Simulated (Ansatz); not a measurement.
This is a relaxation of cell and atoms with Ansatz on Al2SnS4 placed in the structure of Al2ZnS4 (space group No. 82); the level of theory is PBEsol. It starts from a supercell of the end of a PBEsol relaxation, slightly strained and with each coordinate displaced at random by about 0.15 Å.

```yaml
crystal:
  lattice:
    - [-3.1127768903, 3.1667431722, 3.769040189]
    - [3.2306371991, -3.1863622385, 3.8823500538]
    - [3.1277302178, 3.201315566, -3.7852101327]
  atoms:
    - { symbol: Al, position: [0.5331596169, 0.5077738592, 0.0192037462] }
    - { symbol: Al, position: [0.28452476, 0.7654854108, 0.4655362861] }
    - { symbol: Sn, position: [0.0343565641, -0.0218856148, -0.0119799532] }
    - { symbol: S, position: [0.1634127174, 0.1495824651, 0.6055973769] }
    - { symbol: S, position: [0.5829475223, 0.5992007502, 0.4429338636] }
    - { symbol: S, position: [0.4648007041, 0.8323141922, 0.9534393663] }
    - { symbol: S, position: [0.8439548203, 0.4710171659, -0.011240511] }
kpoints:
  mp_grid: { grid: [4, 4, 4] }
hamiltonian:
  xc: pbesol
scf:
  occupations: { method: fermi_dirac, width: 0.05 }
relax:
  f_tol: 0.01
  cell: {}
  max_steps: 120
```

The trajectory has 9 recorded frames, each with fractional positions and then forces in eV/Å along x, y and z. Some frames, the last among them, repeat a geometry solved again on a basis re-selected at its cell; pressure is positive in compression.

Step 1: energy 0.0 meV/atom from step 1, largest force component 4.819 eV/Å, pressure +4.61 GPa; a = 5.824 Å, b = 5.972 Å, c = 5.862 Å, α = 115.00°, β = 113.96°, γ = 99.12°
```
Al 0.5332 0.5078 0.0192     2.654  -3.079  -3.000
Al 0.2845 0.7655 0.4655     1.715  -0.835  -1.192
Sn 0.0344 0.9781 0.9880     0.115   0.013   0.274
S  0.1634 0.1496 0.6056    -1.259   0.382  -0.733
S  0.5829 0.5992 0.4429    -0.555   0.261  -0.309
S  0.4648 0.8323 0.9534     1.124  -1.562   0.438
S  0.8440 0.4710 0.9888    -3.794   4.819   4.523
```

Step 2: energy -189.9 meV/atom from step 1, largest force component 1.531 eV/Å, pressure +0.82 GPa; a = 5.861 Å, b = 5.967 Å, c = 5.898 Å, α = 114.81°, β = 114.43°, γ = 99.11°
```
Al 0.5280 0.5082 0.0101     0.253  -0.894  -0.406
Al 0.2786 0.7667 0.4770     0.901  -0.367  -0.810
Sn 0.0336 0.9821 0.9877     0.064  -0.081   0.094
S  0.1601 0.1357 0.5999    -0.650   0.259  -0.196
S  0.5733 0.5928 0.4333    -0.316   0.218  -0.110
S  0.4529 0.8450 0.9567     0.244  -0.666   0.216
S  0.8807 0.4729 0.9988    -0.496   1.531   1.211
```

Step 3: energy -228.1 meV/atom from step 1, largest force component 0.337 eV/Å, pressure +0.02 GPa; a = 5.938 Å, b = 5.963 Å, c = 5.953 Å, α = 115.10°, β = 114.62°, γ = 99.24°
```
Al 0.5272 0.5092 0.0005     0.042  -0.337  -0.085
Al 0.2753 0.7628 0.4909     0.256   0.067  -0.278
Sn 0.0270 0.9854 0.9786     0.061  -0.031  -0.003
S  0.1645 0.1233 0.5924     0.064   0.010   0.191
S  0.5634 0.5840 0.4197    -0.017   0.175  -0.059
S  0.4453 0.8540 0.9608    -0.196  -0.093   0.066
S  0.9044 0.4847 0.0205    -0.210   0.210   0.167
```

**Question.** How does the relaxation go on, and where does it end?

**Answer.**
Step 4: energy -230.8 meV/atom from step 1, largest force component 0.102 eV/Å, pressure +0.06 GPa; a = 5.937 Å, b = 5.964 Å, c = 5.941 Å, α = 115.07°, β = 114.76°, γ = 99.12°
```
Al 0.5268 0.5092 0.9992     0.029  -0.087  -0.052
Al 0.2721 0.7618 0.4936     0.034   0.067  -0.091
Sn 0.0263 0.9881 0.9784     0.075  -0.030  -0.015
S  0.1668 0.1250 0.5903     0.050  -0.041   0.102
S  0.5623 0.5820 0.4207    -0.059   0.061   0.035
S  0.4447 0.8536 0.9601    -0.066   0.028   0.029
S  0.9082 0.4838 0.0212    -0.064   0.003  -0.008
```

Step 5: energy -231.8 meV/atom from step 1, largest force component 0.054 eV/Å, pressure -0.06 GPa; a = 5.937 Å, b = 5.950 Å, c = 5.947 Å, α = 115.02°, β = 115.36°, γ = 98.46°
```
Al 0.5220 0.5059 0.9971     0.002  -0.011   0.035
Al 0.2708 0.7584 0.4947    -0.025   0.007  -0.017
Sn 0.0296 0.0012 0.9834     0.045  -0.037  -0.045
S  0.1654 0.1247 0.5827     0.021  -0.015   0.026
S  0.5633 0.5785 0.4204    -0.001   0.009  -0.001
S  0.4508 0.8566 0.9637    -0.029  -0.007   0.008
S  0.9053 0.4781 0.0215    -0.013   0.054  -0.005
```

Step 6: energy -232.2 meV/atom from step 1, largest force component 0.051 eV/Å, pressure -0.02 GPa; a = 5.940 Å, b = 5.945 Å, c = 5.940 Å, α = 115.07°, β = 115.37°, γ = 98.56°
```
Al 0.5238 0.5063 0.9967     0.008  -0.017   0.035
Al 0.2720 0.7576 0.4949     0.007   0.015   0.018
Sn 0.0200 0.0047 0.9856    -0.003   0.034   0.013
S  0.1667 0.1247 0.5804    -0.010   0.005  -0.008
S  0.5647 0.5779 0.4203    -0.006  -0.046  -0.015
S  0.4532 0.8576 0.9645     0.012   0.016   0.009
S  0.9068 0.4747 0.0212    -0.009  -0.007  -0.051
```

Step 7: energy -232.5 meV/atom from step 1, largest force component 0.011 eV/Å, pressure -0.03 GPa; a = 5.927 Å, b = 5.957 Å, c = 5.954 Å, α = 115.34°, β = 115.26°, γ = 98.54°
```
Al 0.5223 0.5078 0.9950    -0.001  -0.008   0.004
Al 0.2721 0.7579 0.4948    -0.011   0.008   0.000
Sn 0.0233 0.0090 0.9959    -0.001  -0.001  -0.001
S  0.1668 0.1240 0.5759    -0.002  -0.004  -0.004
S  0.5601 0.5739 0.4145     0.001   0.004   0.001
S  0.4578 0.8610 0.9657     0.008  -0.001  -0.002
S  0.9048 0.4699 0.0218     0.006   0.001   0.001
```

Step 8: energy -232.6 meV/atom from step 1, largest force component 0.003 eV/Å, pressure 0.00 GPa; a = 5.937 Å, b = 5.940 Å, c = 5.937 Å, α = 115.20°, β = 115.16°, γ = 98.60°
```
Al 0.5225 0.5076 0.9947     0.000   0.000   0.001
Al 0.2724 0.7577 0.4948    -0.001   0.000  -0.001
Sn 0.0227 0.0080 0.9947     0.000   0.000  -0.001
S  0.1674 0.1247 0.5758    -0.002   0.000   0.003
S  0.5591 0.5723 0.4141     0.001   0.000   0.001
S  0.4581 0.8623 0.9668     0.001  -0.001  -0.001
S  0.9051 0.4709 0.0225     0.000   0.001  -0.001
```

Step 9: energy -232.6 meV/atom from step 1, largest force component 0.003 eV/Å, pressure 0.00 GPa; a = 5.937 Å, b = 5.940 Å, c = 5.937 Å, α = 115.20°, β = 115.16°, γ = 98.60°
```
Al 0.5225 0.5076 0.9947     0.000   0.000   0.001
Al 0.2724 0.7577 0.4948    -0.001   0.000  -0.001
Sn 0.0227 0.0080 0.9947     0.000   0.000  -0.001
S  0.1674 0.1247 0.5758    -0.002   0.000   0.003
S  0.5591 0.5723 0.4141     0.001   0.000   0.001
S  0.4581 0.8623 0.9668     0.001  -0.001  -0.001
S  0.9051 0.4709 0.0225     0.000   0.001  -0.001
```

The walk took 8 steps, besides SCFs solved again on a fresh basis, and changed the volume by +1.3 %. The last SCF, on a fresh basis, lies 233 meV an atom below the first. Final cell: space group I-4 (No. 82), tetragonal; a = 6.365 Å, c = 7.745 Å in the conventional setting, 22.41 Å³ an atom. Al has 4 S at 2.26 Å; Al has 4 S at 2.27 Å; Sn has 4 S at 2.89–2.90 Å; S has 2 Al at 2.26–2.27 Å and 1 Sn at 2.90 Å.

Run as `ansatz run input.yaml --threads 4 --pin off --max-ram 4608MiB --backend cpu --events-out ev --progress --plain --runs-dir out`. Wall time 52 s on 4 threads of Arm Neoverse N1, on a shared host, load about 0.9 per core; peak host memory 0.49 GiB.

Simulation only: spin-unpolarised, and no claim that this is the phase found in nature.
